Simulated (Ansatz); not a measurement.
## Band structure of ScSi

```yaml
crystal:
  lattice:
    - [1.99696, -4.95349, 0.00000]
    - [1.99696, 4.95349, 0.00000]
    - [0.00000, 0.00000, 3.66745]
  atoms:
    - { symbol: Sc, position: [0.13921, 0.86079, 0.75000] }
    - { symbol: Sc, position: [0.86079, 0.13921, 0.25000] }
    - { symbol: Si, position: [0.41944, 0.58056, 0.75000] }
    - { symbol: Si, position: [0.58056, 0.41944, 0.25000] }
```

Atom numbers follow the list: Sc1, Sc2, Si3, Si4.

Conventional cell: a = 3.994 Å, b = 9.907 Å, c = 3.667 Å, α = 90.00°, β = 90.00°, γ = 90.00°. Around Sc (atom 1) lie 7 Si at 2.77 to 2.95 Å. Si (atom 3) has 2 Si at 2.43 Å and 5 Sc at 2.77 to 2.78 Å as nearest neighbours.

Structure from Materials Project entry mp-9969 (possibly hypothetical), not relaxed further.

All numbers below come from DFT, LDA, all-electron LAPW, scalar-relativistic (Ansatz 0.2.0).

Settings: a Γ-centred 9×9×9 k mesh, Fermi–Dirac smearing of 0.03 eV, basis error target 1 meV/atom, no spin polarisation.

Points in fractions of the reciprocal vectors of this cell: Γ (0, 0, 0), Y (-0.5, 0.5, 0), C0 (-0.291, 0.709, 0), Σ0 (0.291, 0.291, 0), Z (0, 0, 0.5), A0 (0.291, 0.291, 0.5), E0 (-0.291, 0.709, 0.5), T (-0.5, 0.5, 0.5). The path joins them by straight lines in the order Γ–Y–C0–Σ0–Γ–Z–A0–E0–T; legs that retrace an earlier one aren't tabulated. Energies are in eV from the Fermi level.

(1) List the levels at Z between -20 and 1 eV.

(2) List the levels at Γ between -20 and 1 eV.

(3) List the levels at T between -20 and 1 eV.

(4) What is the band gap?

## Answers

(1) -8.32 (×2), -2.97 (×2), -1.80 (×2), -1.15 (×2).

(2) -10.90, -5.89, -3.17, -2.21, -1.55, -1.15, 0.04, 0.68.

(3) -8.00 (×2), -4.25 (×2), -1.42 (×2), -0.07 (×2).

(4) none: bands cross the Fermi level, a metal.
